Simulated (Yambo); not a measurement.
SrCuSeF (space group P4/nmm, No. 129), G0W0@LDA in Yambo (4×4×1 mesh, plasmon pole; 6 Ry block, no terminator). The number N of bands in W and G is varied.

| N | x = 1/N | gap Γ → Γ (eV) | shift of the valence edge (eV) |
|---|---|---|---|
| 92 | 0.01087 | 2.456 | -0.268 |
| 119 | 0.00840 | 2.290 | -0.365 |
| 153 | 0.00654 | 2.207 | -0.452 |
| 187 | 0.00535 | ? | ? |

### Question
Basis-set arguments suggest E = E∞ + A x. Fix A and E∞ from the two rows above the withheld one, predict the row at 187 bands, and test the form.

### Answer
Gap: A = (2.207 − (2.290))/(0.00654 − 0.00840) = 44.6, E∞ = 1.915 eV, so 2.154 eV is predicted; the run gave 2.164 eV (miss 10 meV). The first two rows have slope 67.2, so the form doesn't hold yet over the whole range. Shift: A = (-0.452 − (-0.365))/(0.00654 − 0.00840) = 46.8, E∞ = -0.758 eV, so -0.508 eV is predicted; the run gave -0.513 eV (miss 5 meV). The first two rows have slope 39.3, so the form doesn't hold yet over the whole range. The other settings are held fixed.

The standard potential for Se keeps a d shell in the valence without the s and p states of that shell. In tests on such compounds this moved G0W0 gaps by up to about 0.9 eV, so absolute quasiparticle energies here are unreliable; differences between settings are what counts.

Spin-orbit coupling is not included.

Geometry of the Materials Project entry, not relaxed at this level; primitive cell a = 4.094 Å, b = 4.094 Å, c = 8.901 Å, α = 90.00°, β = 90.00°, γ = 90.00°.

A shift is the quasiparticle energy of the state minus its LDA energy.
